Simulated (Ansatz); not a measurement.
Cu:
```
Cu
1.0
    0.00000     1.78125     1.78125
    1.78125     0.00000     1.78125
    1.78125     1.78125     0.00000
Cu
1
Direct
  0.00000   0.00000   0.00000
```

Relaxed with PBE+D3(BJ). Special points in fractions of this cell's reciprocal vectors: Γ (0.000, 0.000, 0.000); X (0.500, 0.000, 0.500); U (0.625, 0.250, 0.625); K (0.375, 0.375, 0.750); L (0.500, 0.500, 0.500); W (0.500, 0.250, 0.750).

Q: List the band energies nearest the Fermi level at these points for the program Ansatz at the PBE+D3(BJ) level (PAW).

A: In eV from the Fermi level; about four levels below and three above (degenerate sets whole), none deeper than 8.9 eV; … stands for higher levels left out; points with the same levels are listed once.

```
k                          below   above
-  -----------------------------  ------
Γ  -3.12 -3.12 -3.12 -2.23 -2.23       …
X        -4.63 -1.63 -1.46 -1.46  1.43 …
U        -4.26 -2.86 -2.09 -1.67  4.43 …
L  -3.16 -3.16 -1.61 -1.61 -1.17       …
W        -3.68 -3.68 -2.28 -1.46       …
```

Space group Fm-3m (fcc (Cu type)). The PBE+D3(BJ) relaxation kept the symmetry of its start. The run is not spin-polarised. The pairwise dispersion correction was not fitted to metals.

Potentials: the earlier of the program's two PAW sets.
